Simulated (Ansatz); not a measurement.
Given:

CuI:
```cif
data_Cu4I4
_chemical_formula_sum 'Cu4 I4'
_space_group_name_H-M_alt 'F-43m'
_space_group_IT_number 216
_space_group_name_Hall 'F -4 2 3'
_cell_length_a 5.93868
_cell_length_b 5.93868
_cell_length_c 5.93868
_cell_angle_alpha 90.000
_cell_angle_beta 90.000
_cell_angle_gamma 90.000
loop_
_atom_site_label
_atom_site_type_symbol
_atom_site_symmetry_multiplicity
_atom_site_Wyckoff_symbol
_atom_site_fract_x
_atom_site_fract_y
_atom_site_fract_z
_atom_site_occupancy
Cu1 Cu 4 c 0.25000 0.25000 0.25000 1
I1 I 4 a 0.00000 0.00000 0.00000 1
```
(The calculation used a cell of 2 atoms; values per cell refer to that cell.)

This is the PBEsol-relaxed structure.

All from the program Ansatz at the PBEsol level (PAW), unless another level is named. Give the largest static χ(2) component.

11 pm/V.

And the electronic dielectric constant ε∞ (DFPT)?

6.70.

Next, the Born charges (a third of the trace)?

Cu +1.00, I -1.00 e.

The PBEsol relaxation kept the symmetry of its start. No spin polarisation was allowed. Scalar-relativistic: spin–orbit coupling is off unless named, which matters more the heavier the elements.

Potentials: the earlier of the program's two PAW sets. The files were generated under PBE; for other functionals the program regenerates the frozen cores, and for LDA and PBEsol the local potential too.
